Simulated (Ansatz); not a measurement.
CaTiO₃ (cubic perovskite)

```yaml
crystal:
  lattice:
    - [3.80438, 0.00000, 0.00000]
    - [0.00000, 3.80438, 0.00000]
    - [0.00000, 0.00000, 3.80438]
  atoms:
    - { symbol: Ca, position: [0.00000, 0.00000, 0.00000] }
    - { symbol: Ti, position: [0.50000, 0.50000, 0.50000] }
    - { symbol: O, position: [0.00000, 0.50000, 0.50000] }
    - { symbol: O, position: [0.50000, 0.50000, 0.00000] }
    - { symbol: O, position: [0.50000, 0.00000, 0.50000] }
```

The slice is a {110} plane (indices of the conventional cell) through the point (0.500, 0.500, 0.500) (fractional), spanned by u = [100] and v = [011] in vectors of this cell: u (3.80 Å) and v (5.38 Å, at 90° to u). It covers one period; positions are fractions (u, v).

All values below come from LDA (plane waves to 420 eV, PAW, scalar-relativistic; Ansatz, a program for electronic structure). k mesh 9×9×9. These are valence fields of a PAW run, semicore shells included where kept as valence: close to a nucleus they are smooth pseudo fields. CaTiO3 is run without spin polarisation. CaTiO3 was relaxed with its symmetry unable to fall. The PAW data are Ansatz's earlier set. This is a high-temperature form of CaTiO3.

What is the ELF at the midpoint of the shortest Ti–O line in this plane (1.90 Å)?

0.3.

What is the valence density on the shortest Ti–O line in this plane (1.90 Å), at its midpoint?

0.86 e/Å³.

Sketch the electron localisation function (ELF) on this plane as a map.


```
|xxxx77224499xxxxxx99442277xx|
|8888441144999999999944114488|
|3322000022668899886622000022|
|0000000011224455442211000000|
|0000000000000000000000000000|
|0000000000001111110000000000|
|0000000000558888885500000000|
|0000000044999999999944000000|
|000000118899xxxxxx9988110000|
|000000228899xxxxxx9988220000|
|000000118899xxxxxx9988110000|
|0000000044999999999944000000|
|0000000000558888885500000000|
|0000000000001111110000000000|
|0000000000000000000000000000|
|0000000011224455442211000000|
|3322000022668899886622000022|
|8888441144999999999944114488|
|xxxx77224499xxxxxx99442277xx|
|xxxx88335599xxxxxx99553388xx|
```
Scale: ten equal steps from 0.01 (start of '0') to 0.86 (end of '9'), in the order '0123456789'. Values: electron localisation function (ELF). The map has 14 points along u (two characters each, u = 0 at the left) and 20 along v (v = 0 in the bottom row). Points within 0.4 Å of a nucleus are blanked (x), as the pseudised field means little there.
